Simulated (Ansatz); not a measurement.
Question: SiC in space group P6_3mc (No. 186; Pearson symbol hP16) is relaxed with r²SCAN in the plane-wave PAW code Ansatz. What lattice parameters of the conventional cell result?

Answer: a = 3.079 Å, c = 20.137 Å.

Question: Give the free coordinates with the occupied sites.

Answer: In one choice of origin and axes:

```
atom  site  symmetry       x       y       z
----  ----  --------  ------  ------  ------
Si      2b       3m.  0.3333  0.6667  0.2501
C       2b       3m.  0.6667  0.3333  0.4689
C       2a       3m.  0.0000  0.0000  0.0939
C       2b       3m.  0.3333  0.6667  0.3441
C       2b       3m.  0.6667  0.3333  0.2187
Si      2b       3m.  0.6667  0.3333  0.1250
Si      2a       3m.  0.0000  0.0000  0.0001
Si      2b       3m.  0.6667  0.3333  0.3752
```

Question: Is it a metal or does it have a gap at this level?

Answer: A gap of 2.13 eV, indirect.

The workflow started from an entry of the Crystallography Open Database (COD). Its sites differ from those of the usual phase in this space group: another stacking or structure type. The r²SCAN relaxation kept the symmetry of its start; of distortions, only those at the zone centre were tested.

Potentials: the later of the program's two PAW sets.
